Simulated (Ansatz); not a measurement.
Given:

Generalised stacking fault of LiF (rock salt) on the {100} plane. The cell below holds the perfect crystal with the plane normal along z; tilting its third vector by the shift puts one fault into each cell, between planes 2.03 Å apart, at fixed cell height.

```xyz
6
Lattice="2.8764 0.0000 0.0000 0.0000 2.8764 0.0000 1.4382 1.4382 6.1018" Properties=species:S:1:pos:R:3 pbc="T T T"
F      1.1985     1.1985     5.0848
F      1.1985     1.1985     1.0170
F      2.6367     2.6367     3.0509
Li     2.6367     2.6367     5.0848
Li     2.6367     2.6367     1.0170
Li     1.1985     1.1985     3.0509
```

In-plane vectors a = (2.876, 0.000) Å, b = (0.000, 2.876) Å, area 8.27 Å². The shift is s times the vector a (length 2.876 Å), so s = 1 restores the start. The shift is rigid: no atom relaxes. γ = [E(shift) − E(0)] / area.

Calculation: PBE (plane waves to 420 eV, PAW, scalar-relativistic; Ansatz, a quantum-chemistry and plane-wave program). k mesh 10×10×10 (Γ-centred), Fermi-Dirac smearing 0.05 eV. E is the zero-smearing estimate. Faults lie only 6.1 Å apart, and holding the cell height and the atoms raises γ above its relaxed value. LiF was relaxed with its symmetry unable to fall. The zero of γ is zero shift.

The scan covers s from 0.000 to 0.917 in 12 points.

Q: At which s is γ highest?

A: s = 0.500.

Q: Does γ have a local minimum between the ends of the line, and at which s?

A: No computed point is one.

Q: What is the highest γ among twelve even steps of s?

A: 1335 mJ/m².

(The slope of γ gives the shear force per area between the displaced halves; near zero shift its curvature is an elastic stiffness.)
